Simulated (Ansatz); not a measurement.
input.yaml (Ansatz)

```yaml
crystal:
  lattice:
    - [0.0, 3.5544524149, 3.5544524149]
    - [3.5544524149, 0.0, 3.5544524149]
    - [3.5544524149, 3.5544524149, 0.0]
  atoms:
    - { symbol: Bi, position: [0.125, 0.125, 0.125] }
    - { symbol: Bi, position: [0.875, 0.875, 0.875] }
hamiltonian:
  xc: lda
  pseudopotentials:
    kind: paw_fr
    azcp:
      Bi: "pseudopotentials/Bi.paw.azcp"
basis:
  ecutwfc: 420
  fft_grid_basis: typed
kpoints:
  mp_grid: { grid: [8, 8, 8], shift: [0, 0, 0] }
magnetization:
  noncollinear: true
  spin_orbit: true
scf:
  occupations: { method: fermi_dirac, width: 0.1 }
```

and its output:

```
Warning: the record states the generating functional pbe (its physics header spells it `PBE`), which answers neither for hamiltonian.xc's functional nor for the lda family's — results may be inconsistent (PPs are generated against a specific XC)
Engine: ansatz 0.2.0, aarch64-unknown-linux-gnu
Pseudopotentials: kind: paw_fr
Pseudopotential: Bi, paw_fr, valence charge 15, recommended cutoff 420 eV (normal) 
Functional definition: SPW92
  exchange = slater_x
  correlation = pw_c
non-collinear run that drives no moment, with spin-orbit: no starting moment large enough to seed its density (crystal.atoms[].spin), no starting occupations that ask for one, no magnetisation constraint and no magnetic field, so the semilocal B_xc is pinned to zero
Crystal: 2 atoms, lattice volume = 89.815 Å³
Basis set: ecut = 420 eV, 1807 PW (Γ)
Bands: 38, of which v1, the nominal top of the filled ones, is band 30 counted from 1 (29 counted from 0)
Symmetry: 48 space group operations + 48 with time reversal
Magnetic group: BNS 227.129 (UNI 1631), of the structure as read, at distance tolerance 4.5e-5 Å
k-points: 29 of 512
Projection manifold: j_resolved (fully-relativistic pseudo-atomic orbitals)
Non-local potential: Bi, projectors of the file, l = 0: 2, l = 1: 4, l = 2: 4, l = 3: 4
PAW form: soft (Blöchl's): semilocal exchange-correlation on the pseudo side does not see the compensation charge
PAW frozen core: Bi, regenerated for the run's functional, and the local potential with it (the file was generated under x = pbe(κ = 0.804, μ = 0.2195149727645171), c = pbe(β = 0.06672455060314922))
PAW one-centre angular grid: Bi, 590 points (default); XC on 64 Gauss nodes
Initial density: superposition of atomic densities (chi_scale 0.1, normalization cell)
Initial wavefunctions: pseudopotential atomic-orbital guess
Functional: x = slater, c = lda
SCF iter   1: F=—  HF=-24251.187042 eV  |F-HF|=—  |Δ(HF+E_count)|=         —  Δρ=1.09e-2  dr2=1.77e-1  dr2_m=0.00e0 (ungated)  ethr=3.10e-3  |M|=0.00e0 ∫|m|=0.00e0 μB  |m|>n=0.0e0 m-floor=0.0e0 τ_xc=0.0e0  β_m=0.30  ⟨swp⟩=8.8  Hψ=2998  notcnv=0
spin=Noncollinear: Kerker preconditioning applied to the charge; magnetization (m_x, m_y, m_z) channels mix plain (no charge-response kernel on spin).
SCF iter   2: F=—  HF=-24251.166743 eV  |F-HF|=—  |Δ(HF+E_count)|=   2.03e-2  Δρ=8.59e-3  dr2=1.21e-1  dr2_m=0.00e0 (ungated)  ethr=5.90e-4  |M|=0.00e0 ∫|m|=0.00e0 μB  |m|>n=0.0e0 m-floor=0.0e0 τ_xc=0.0e0  β_m=0.56  ⟨swp⟩=1.1  Hψ=669  notcnv=0  defer=2
SCF iter   3: F=—  HF=-24251.124835 eV  |F-HF|=—  |Δ(HF+E_count)|=   4.19e-2  Δρ=1.96e-3  dr2=1.19e-2  dr2_m=0.00e0 (ungated)  ethr=4.03e-4  |M|=0.00e0 ∫|m|=0.00e0 μB  |m|>n=0.0e0 m-floor=0.0e0 τ_xc=0.0e0  β_m=0.82  ⟨swp⟩=2.1  Hψ=712  notcnv=0  defer=2
SCF iter   4: F=—  HF=-24251.121768 eV  |F-HF|=—  |Δ(HF+E_count)|=   3.07e-3  Δρ=7.11e-4  dr2=7.26e-4  dr2_m=0.00e0 (ungated)  ethr=3.96e-5  |M|=0.00e0 ∫|m|=0.00e0 μB  |m|>n=0.0e0 m-floor=0.0e0 τ_xc=0.0e0  β_m=0.91  ⟨swp⟩=2.0  Hψ=635  notcnv=0  defer=2
SCF iter   5: F=—  HF=-24251.122108 eV  |F-HF|=—  |Δ(HF+E_count)|=   3.39e-4  Δρ=2.27e-4  dr2=7.03e-5  dr2_m=0.00e0 (ungated)  ethr=2.42e-6  |M|=0.00e0 ∫|m|=0.00e0 μB  |m|>n=0.0e0 m-floor=0.0e0 τ_xc=0.0e0  β_m=0.92  ⟨swp⟩=2.5  Hψ=685  notcnv=0  defer=2
SCF iter   6: F=—  HF=-24251.122143 eV  |F-HF|=—  |Δ(HF+E_count)|=   3.52e-5  Δρ=5.79e-5  dr2=3.22e-6  dr2_m=0.00e0 (ungated)  ethr=2.34e-7  |M|=0.00e0 ∫|m|=0.00e0 μB  |m|>n=0.0e0 m-floor=0.0e0 τ_xc=0.0e0  β_m=0.96  ⟨swp⟩=3.0  Hψ=1041  notcnv=0  defer=26
SCF iter   7: F=—  HF=-24251.122151 eV  |F-HF|=—  |Δ(HF+E_count)|=   7.51e-6  Δρ=1.24e-5  dr2=1.35e-7  dr2_m=0.00e0 (ungated)  ethr=1.07e-8  |M|=0.00e0 ∫|m|=0.00e0 μB  |m|>n=0.0e0 m-floor=0.0e0 τ_xc=0.0e0  β_m=0.98  ⟨swp⟩=2.9  Hψ=968  notcnv=0  defer=26
SCF iter   8: F=-24251.122151 eV  HF=-24251.122151 eV  |F-HF|=8.41e-9  |Δ(HF+E_count)|=   3.55e-7  Δρ=2.14e-6  dr2=4.05e-9  dr2_m=0.00e0 (ungated)  ethr=3.33e-10  |M|=0.00e0 ∫|m|=0.00e0 μB  |m|>n=0.0e0 m-floor=0.0e0 τ_xc=0.0e0  ⟨swp⟩=2.0  Hψ=1107  notcnv=0
SCF 1 converged in 8 iterations: F = -24251.122151 eV  dr2 = 4.05e-9
SCF converged after 8 iterations
Magnetization: |M| = 0.0000 μB,  M = (+0.0000, +0.0000, +0.0000) μB
Absolute magnetization: 0.0000 μB (∫|m|)
  site 0: m = (+0.0000, +0.0000, +0.0000) μB, |m| = 0.0000 μB  (R = 1.27 Å)
  site 1: m = (+0.0000, +0.0000, +0.0000) μB, |m| = 0.0000 μB  (R = 1.27 Å)
Free energy (F): -24251.122151 eV
Harris-Foulkes:  -24251.122151 eV  (|F-HF|=8.41e-9)
Internal energy: -24251.099921 eV  (E = F + TS)
E sigma→0 (E₀):  -24251.111036 eV
Entropy (-TS):   -0.022230 eV (-11.115 meV/atom)
Fermi energy:    6.303405 eV
--- Per-component energies (eV) ---
  E_band       = -307.656771
  E_kinetic    = 610.679418
  E_local      = -3716.547871  (includes V_loc(G=0)·N_el)
  E_nonlocal   = 1128.782219
  E_hartree    = 1270.070039
  E_xc         = -301.755583
  E_vxc        = -289.755797  (∫ρ·V_xc dr)
  E_paw        = -20787.317914  (= ΣΔE_a)
  E_vpaw       = -580.955732  (= ΣTr[D̂ρ^β])
  E_aug_tail   = -0.000922  (compensation charges beyond the density's cutoff)
  E_ewald      = -2455.061137
  E_core_change = 0.051830  (= ΣΔE_core)
  E_smearing   = -0.022230  (= −TS)
  E_closure    = -0.000000  (closes the sum)
  Σ components = -24251.122151   (vs F -24251.122151, Δ=0.00e0)
```

Launched by

```sh
ansatz run input.yaml --threads 2 --pin off --max-ram 5120MiB --backend cpu --events-out ev --progress --plain --runs-dir out
```

On 2 threads of Arm Neoverse V1 (shared host) this took about 5.7 s of wall time and 11 s of CPU time.
